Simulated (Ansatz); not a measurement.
This AlB₂As₃ structure is the end of a relaxation. The cell was found from a structure generator's guess, not taken from experiment.

Method: Ansatz, DFT PBE, scalar-relativistic, plane waves, PAW. Cutoff 420 eV, Γ-centred mesh, Gaussian smearing, no spin polarisation.

```cif
data_structure
_symmetry_space_group_name_H-M 'P 1'
_symmetry_Int_Tables_number 1
_cell_length_a 8.2845
_cell_length_b 8.2845
_cell_length_c 8.2845
_cell_angle_alpha 155.056
_cell_angle_beta 155.056
_cell_angle_gamma 35.567
_cell_volume 101.01
loop_
_atom_site_label
_atom_site_type_symbol
_atom_site_fract_x
_atom_site_fract_y
_atom_site_fract_z
_atom_site_occupancy
Al1 Al 0.00000 0.00000 0.00000 1
B1 B 0.67568 0.67568 0.00000 1
B2 B 0.32432 0.32432 0.00000 1
As1 As 0.75000 0.25000 0.50000 1
As2 As 0.39810 0.89810 0.50000 1
As3 As 0.10190 0.60190 0.50000 1
```

The zero of energy is the elements' standard structures at the same level; no fitted shifts are applied.

(1) Find its symmetry and describe it.

(2) What is its formation energy per atom?

(3) Is it a metal?

## Answers

(1) I-4m2 (No. 119), with Al and B ordered on zinc blende sites. Conventional cell: a = 3.578 Å, c = 15.777 Å. Al is surrounded by 4 As at 2.41 Å; around B lie 4 As at 2.13–2.14 Å; around As on a site of symmetry -4m2 lie 4 B at 2.14 Å; As on a site of symmetry 2mm is surrounded by 2 B at 2.13 Å and 2 Al at 2.41 Å.

(2) −0.003 eV/atom. The formation energy is too near zero to say whether this cell lies below the elements.

(3) No, the gap on the 10×10×10 mesh is 0.63 eV.

The last run used a 10×10×10 mesh for its 6-atom cell and Gaussian smearing of 0.02 eV. Kohn–Sham gaps at this level usually fall short of measured ones. The reference form of As is held partly by dispersion forces, which this level lacks. A later test with randomly moved atoms came back to the same energy, though modes that don't fit the test's cell weren't probed.
